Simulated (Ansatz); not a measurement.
An Ansatz (a program for electronic structure) run. Input:

Ansatz 0.2 input:
```yaml
crystal:
  lattice:
    - [1.713881454, 0.9895099188, 2.9141066887]
    - [-1.713881454, 0.9895099188, 2.9141066887]
    - [0.0, -1.9790198377, 2.9141066887]
  atoms:
    - { symbol: P, position: [0.2338000138, 0.2338000138, 0.2338000138] }
    - { symbol: P, position: [0.7661999862, 0.7661999862, 0.7661999862] }
kpoints:
  mp_grid: { grid: [30, 30, 30] }
hamiltonian:
  xc: lda
  pseudopotentials: { kind: paw }
scf:
  occupations: { method: fermi_dirac, width: 0.1 }
elastic: { mode: relaxed_ion, stencil: two_point, amplitude: 0.005, f_tol: 0.0005 }
```

Output (shortened):

```
Pseudopotential: P, paw, valence charge 5
Functional definition: SPW92
Crystal: 2 atoms, lattice volume = 29.652 Å³
Basis set: ecut = 420 eV, 561 PW (Γ)
Bands: 9, of which v1, the nominal top of the filled ones, is band 5 counted from 1 (4 counted from 0)
Symmetry: 12 space group operations
Space group: R-3m (ITA 166), of the structure as read, at distance tolerance 3.1e-5 Å
k-points: 2496 of 27000
SCF 1 converged in 8 iterations: F = -1452.018217 eV  dr2 = 5.53e-14
relax step   1: F+E_penalty+E_count = -1452.01821747 eV  Δ(F+E_penalty+E_count) = +0.000e0 eV  max|allowed force component| = 6.859e-3 eV/Å  Δτ_max = 0.0000 Å  (8 SCF iters, accepted)
Crystal: 2 atoms, lattice volume = 29.652 Å³
SCF 2 converged in 10 iterations: F = -1452.018220 eV  dr2 = 0.0
relax step   2: F+E_penalty+E_count = -1452.01821966 eV  Δ(F+E_penalty+E_count) = -2.190e-6 eV  max|allowed force component| = 4.337e-3 eV/Å  Δτ_max = 0.0002 Å  (10 SCF iters, accepted)
Crystal: 2 atoms, lattice volume = 29.652 Å³
SCF 3 converged in 10 iterations: F = -1452.018221 eV  dr2 = 0.0
relax step   3: F+E_penalty+E_count = -1452.01822112 eV  Δ(F+E_penalty+E_count) = -1.462e-6 eV  max|allowed force component| = 1.051e-5 eV/Å  Δτ_max = 0.0003 Å  (10 SCF iters, accepted)
Crystal: 2 atoms, lattice volume = 29.652 Å³
SCF 4 converged in 9 iterations: F = -1452.018221 eV  dr2 = 3.55e-17
Crystal: 2 atoms, lattice volume = 29.504 Å³
Basis set: ecut = 420 eV, 557 PW (Γ)
Symmetry: 4 space group operations
k-points: 6992 of 27000
SCF 5 converged in 8 iterations: F = -1452.017780 eV  dr2 = 7.08e-15
relax step   1: F+E_penalty+E_count = -1452.01778011 eV  Δ(F+E_penalty+E_count) = +0.000e0 eV  max|allowed force component| = 2.341e-2 eV/Å  Δτ_max = 0.0000 Å  (8 SCF iters, accepted)
Crystal: 2 atoms, lattice volume = 29.504 Å³
SCF 6 converged in 7 iterations: F = -1452.017826 eV  dr2 = 2.04e-14
relax step   2: F+E_penalty+E_count = -1452.01782588 eV  Δ(F+E_penalty+E_count) = -4.578e-5 eV  max|allowed force component| = 2.840e-3 eV/Å  Δτ_max = 0.0019 Å  (7 SCF iters, accepted)
Crystal: 2 atoms, lattice volume = 29.504 Å³
SCF 7 converged in 9 iterations: F = -1452.017827 eV  dr2 = 0.0
relax step   3: F+E_penalty+E_count = -1452.01782680 eV  Δ(F+E_penalty+E_count) = -9.146e-7 eV  max|allowed force component| = 1.373e-3 eV/Å  Δτ_max = 0.0002 Å  (9 SCF iters, accepted)
Crystal: 2 atoms, lattice volume = 29.504 Å³
SCF 8 converged in 9 iterations: F = -1452.017827 eV  dr2 = 0.0
relax step   4: F+E_penalty+E_count = -1452.01782708 eV  Δ(F+E_penalty+E_count) = -2.843e-7 eV  max|allowed force component| = 7.376e-5 eV/Å  Δτ_max = 0.0002 Å  (9 SCF iters, accepted)
Crystal: 2 atoms, lattice volume = 29.504 Å³
SCF 9 converged in 6 iterations: F = -1452.017827 eV  dr2 = 0.0
Crystal: 2 atoms, lattice volume = 29.801 Å³
Basis set: ecut = 420 eV, 569 PW (Γ)
SCF 10 converged in 8 iterations: F = -1452.017660 eV  dr2 = 8.62e-15
relax step   1: F+E_penalty+E_count = -1452.01766021 eV  Δ(F+E_penalty+E_count) = +0.000e0 eV  max|allowed force component| = 2.340e-2 eV/Å  Δτ_max = 0.0000 Å  (8 SCF iters, accepted)
Crystal: 2 atoms, lattice volume = 29.801 Å³
SCF 11 converged in 7 iterations: F = -1452.017708 eV  dr2 = 4.35e-14
relax step   2: F+E_penalty+E_count = -1452.01770766 eV  Δ(F+E_penalty+E_count) = -4.746e-5 eV  max|allowed force component| = 5.699e-4 eV/Å  Δτ_max = 0.0020 Å  (7 SCF iters, accepted)
Crystal: 2 atoms, lattice volume = 29.801 Å³
SCF 12 converged in 9 iterations: F = -1452.017708 eV  dr2 = 0.0
relax step   3: F+E_penalty+E_count = -1452.01770773 eV  Δ(F+E_penalty+E_count) = -6.128e-8 eV  max|allowed force component| = 1.461e-5 eV/Å  Δτ_max = 0.0001 Å  (9 SCF iters, accepted)
Crystal: 2 atoms, lattice volume = 29.801 Å³
SCF 13 converged in 6 iterations: F = -1452.017708 eV  dr2 = 0.0
Crystal: 2 atoms, lattice volume = 29.504 Å³
Basis set: ecut = 420 eV, 549 PW (Γ)
SCF 14 converged in 7 iterations: F = -1452.017829 eV  dr2 = 3.79e-15
relax step   1: F+E_penalty+E_count = -1452.01782922 eV  Δ(F+E_penalty+E_count) = +0.000e0 eV  max|allowed force component| = 4.291e-2 eV/Å  Δτ_max = 0.0000 Å  (7 SCF iters, accepted)
Crystal: 2 atoms, lattice volume = 29.504 Å³
SCF 15 converged in 7 iterations: F = -1452.017974 eV  dr2 = 2.60e-15
relax step   2: F+E_penalty+E_count = -1452.01797440 eV  Δ(F+E_penalty+E_count) = -1.452e-4 eV  max|allowed force component| = 8.302e-4 eV/Å  Δτ_max = 0.0033 Å  (7 SCF iters, accepted)
Crystal: 2 atoms, lattice volume = 29.504 Å³
SCF 16 converged in 9 iterations: F = -1452.017974 eV  dr2 = 0.0
relax step   3: F+E_penalty+E_count = -1452.01797445 eV  Δ(F+E_penalty+E_count) = -5.559e-8 eV  max|allowed force component| = 1.420e-5 eV/Å  Δτ_max = 0.0001 Å  (9 SCF iters, accepted)
Crystal: 2 atoms, lattice volume = 29.504 Å³
SCF 17 converged in 6 iterations: F = -1452.017974 eV  dr2 = 0.0
Crystal: 2 atoms, lattice volume = 29.801 Å³
Basis set: ecut = 420 eV, 573 PW (Γ)
SCF 18 converged in 7 iterations: F = -1452.017912 eV  dr2 = 4.37e-15
relax step   1: F+E_penalty+E_count = -1452.01791187 eV  Δ(F+E_penalty+E_count) = +0.000e0 eV  max|allowed force component| = 4.281e-2 eV/Å  Δτ_max = 0.0000 Å  (7 SCF iters, accepted)
Crystal: 2 atoms, lattice volume = 29.801 Å³
SCF 19 converged in 7 iterations: F = -1452.018053 eV  dr2 = 5.25e-16
relax step   2: F+E_penalty+E_count = -1452.01805264 eV  Δ(F+E_penalty+E_count) = -1.408e-4 eV  max|allowed force component| = 2.276e-3 eV/Å  Δτ_max = 0.0035 Å  (7 SCF iters, accepted)
Crystal: 2 atoms, lattice volume = 29.801 Å³
SCF 20 converged in 9 iterations: F = -1452.018053 eV  dr2 = 0.0
relax step   3: F+E_penalty+E_count = -1452.01805304 eV  Δ(F+E_penalty+E_count) = -3.914e-7 eV  max|allowed force component| = 3.161e-5 eV/Å  Δτ_max = 0.0002 Å  (9 SCF iters, accepted)
Crystal: 2 atoms, lattice volume = 29.801 Å³
SCF 21 converged in 6 iterations: F = -1452.018053 eV  dr2 = 0.0
Crystal: 2 atoms, lattice volume = 29.652 Å³
SCF 22 converged in 8 iterations: F = -1452.017960 eV  dr2 = 1.34e-15
relax step   1: F+E_penalty+E_count = -1452.01795963 eV  Δ(F+E_penalty+E_count) = +0.000e0 eV  max|allowed force component| = 1.076e-2 eV/Å  Δτ_max = 0.0000 Å  (8 SCF iters, accepted)
Crystal: 2 atoms, lattice volume = 29.652 Å³
SCF 23 converged in 6 iterations: F = -1452.017972 eV  dr2 = 1.77e-14
relax step   2: F+E_penalty+E_count = -1452.01797207 eV  Δ(F+E_penalty+E_count) = -1.244e-5 eV  max|allowed force component| = 5.438e-3 eV/Å  Δτ_max = 0.0008 Å  (6 SCF iters, accepted)
Crystal: 2 atoms, lattice volume = 29.652 Å³
SCF 24 converged in 6 iterations: F = -1452.017976 eV  dr2 = 6.12e-15
relax step   3: F+E_penalty+E_count = -1452.01797637 eV  Δ(F+E_penalty+E_count) = -4.302e-6 eV  max|allowed force component| = 6.269e-5 eV/Å  Δτ_max = 0.0008 Å  (6 SCF iters, accepted)
Crystal: 2 atoms, lattice volume = 29.652 Å³
SCF 25 converged in 6 iterations: F = -1452.017976 eV  dr2 = 0.0
Crystal: 2 atoms, lattice volume = 29.652 Å³
SCF 26 converged in 7 iterations: F = -1452.017959 eV  dr2 = 5.90e-14
relax step   1: F+E_penalty+E_count = -1452.01795907 eV  Δ(F+E_penalty+E_count) = +0.000e0 eV  max|allowed force component| = 1.100e-2 eV/Å  Δτ_max = 0.0000 Å  (7 SCF iters, accepted)
Crystal: 2 atoms, lattice volume = 29.652 Å³
SCF 27 converged in 6 iterations: F = -1452.017977 eV  dr2 = 8.28e-14
relax step   2: F+E_penalty+E_count = -1452.01797666 eV  Δ(F+E_penalty+E_count) = -1.759e-5 eV  max|allowed force component| = 3.339e-4 eV/Å  Δτ_max = 0.0016 Å  (6 SCF iters, accepted)
Crystal: 2 atoms, lattice volume = 29.652 Å³
SCF 28 converged in 6 iterations: F = -1452.017977 eV  dr2 = 0.0
SCF converged after 9 iterations
Stability not checked: this state was not tested for a lower state beside it, because too few of the mixer's solves of this state at the end of the SCF gave a …
Free energy (F): -1452.018221 eV
Harris-Foulkes:  -1452.018221 eV  (|F-HF|=2.27e-13)
Internal energy: -1452.004983 eV  (E = F + TS)
E sigma→0 (E₀):  -1452.011602 eV
Entropy (-TS):   -0.013238 eV (-6.619 meV/atom)
Fermi energy:    10.983723 eV
--- Per-component energies (eV) ---
  E_band       = 38.178044
  E_kinetic    = 144.090628
  E_local      = -61.881888  (includes V_loc(G=0)·N_el)
  E_nonlocal   = 69.884677
  E_hartree    = 13.289235
  E_xc         = -124.036432
  E_vxc        = -123.993248  (∫ρ·V_xc dr)
  E_paw        = -1079.945947  (= ΣΔE_a)
  E_vpaw       = -16.500602  (= ΣTr[D̂ρ^β])
  E_aug_tail   = 0.000007  (compensation charges beyond the density's cutoff)
  E_ewald      = -413.639966
  E_core_change = 0.234703  (= ΣΔE_core)
  E_smearing   = -0.013238  (= −TS)
  E_closure    = 0.000000  (closes the sum)
  Σ components = -1452.018221   (vs F -1452.018221, Δ=0.00e0)
--- Forces (eV/Å), atoms counted from 1 ---
  atom   1  P      0.00000000     0.00000000     0.00001051
  atom   2  P      0.00000000     0.00000000    -0.00001051
  max |Σ_I F_I| component: 5.55e-17 eV/Å
--- Stress (GPa, compression-positive) ---
       -0.069847       0.000000       0.000000
        0.000000      -0.069847       0.000000
        0.000000       0.000000       0.040907
  P = ⅓ Tr σ = -0.0329 GPa (-0.329 kbar)
--- Band table (eV; the first three rows and the last of 2496) ---
  k-point 0: bands = ["-5.8528", "8.2945", "8.3091", "8.3091", "8.6476", "13.2898", "14.3417", "14.3417", "16.4429"]
  k-point 1: bands = ["-5.8339", "7.8417", "8.2893", "8.2994", "9.0441", "13.3223", "14.3308", "14.3398", "16.2617"]
  k-point 2: bands = ["-5.7772", "7.1904", "8.2686", "8.2713", "9.4911", "13.3994", "14.2672", "14.3380", "15.9834"]
  k-point 2495: bands = ["-2.9939", "-0.5400", "8.4824", "8.4824", "10.3520", "10.3520", "11.4013", "13.1223", "20.8903"]
--- Elastic constants: 3 strain directions × 2 members + reference (group order 12) ---
  dense FFT box of the reference and of every strained cell: 24×24×24
  strains applied: 11, 33, 23; error gains …
  reference relaxed by the batch: 3 steps …
  largest displacement 5.3e-4 Å; the constants are those of the deck's cell at these positions:
  atoms:
    - { symbol: P, position: [0.2338608858757591, 0.2338608858757591, 0.23386088587575912] }
    - { symbol: P, position: [0.7661391141242407, 0.7661391141242407, 0.7661391141242408] }
  C = ∂σ_k/∂η_j (tension-positive GPa; Voigt order 11 22 33 23 13 12):
       196.066     59.157     27.986    -38.151      0.000      0.000
        59.157    196.066     27.986     38.151      0.000      0.000
        28.094     28.094     89.184      0.000      0.000      0.000
       -38.172     38.172      0.000    105.502      0.000      0.000
         0.000      0.000      0.000      0.000    105.502    -38.172
         0.000      0.000      0.000      0.000    -38.151     68.454
  reference stress σ⁰ (GPa):      0.070      0.070     -0.041      0.000      0.000      0.000
  moduli (Voigt/Reuss/Hill, GPa): K = 79.09/65.92/72.50   G = 80.30/60.43/70.37   E = 159.50   ν = 0.133
  mechanically stable: yes (min eigenvalue of sym C = 44.56 GPa)
  strain η (Voigt 11):  stress-route row diagonal C_11 = 196.07 GPa, energy-path curvature d²(F+E_count+ΔE)/dδ²/Ω₀ = 195.98 GPa
         δ    σ_11 (GPa)             F (eV)   n_scf  n_hpsi   n_pw
    -5.000e-3      -0.9274       -1452.0178271       6  1050901    593   relax 4 steps, max|allowed force component| 7.38e-5 eV/Å
     5.000e-3       1.0333       -1452.0177077       6  1050653    596   relax 3 steps, max|allowed force component| 1.46e-5 eV/Å
  strain η (Voigt 33):  stress-route row diagonal C_33 = 89.18 GPa, energy-path curvature d²(F+E_count+ΔE)/dδ²/Ω₀ = 89.31 GPa
         δ    σ_33 (GPa)             F (eV)   n_scf  n_hpsi   n_pw
    -5.000e-3      -0.4900       -1452.0179745       6  374433    592   relax 3 steps, max|allowed force component| 1.42e-5 eV/Å
     5.000e-3       0.4018       -1452.0180530       6  374714    601   relax 3 steps, max|allowed force component| 3.16e-5 eV/Å
  strain η (Voigt 23):  stress-route row diagonal C_44 = 105.50 GPa, energy-path curvature d²(F+E_count+ΔE)/dδ²/Ω₀ = 105.50 GPa
         δ    σ_23 (GPa)             F (eV)   n_scf  n_hpsi   n_pw
    -5.000e-3      -0.5280       -1452.0179764       6  1064411    594   relax 3 steps, max|allowed force component| 6.27e-5 eV/Å
     5.000e-3       0.5270       -1452.0179767       6  1084188    596   relax 2 steps, max|allowed force component| 3.34e-4 eV/Å
```

Cost: very roughly 28 core-minutes on shared cores.

This is a known high-pressure phase of the composition, computed here at zero pressure and temperature. The cell was relaxed with LDA under the symmetry of its start; whether a distortion lowers the energy is not shown. As this level gives no gap, shear constants depend on the k-mesh and smearing (Fermi–Dirac, 0.1 eV here).

Potentials: the later of the program's two PAW sets.

Ansatz is a plane-wave DFT program.
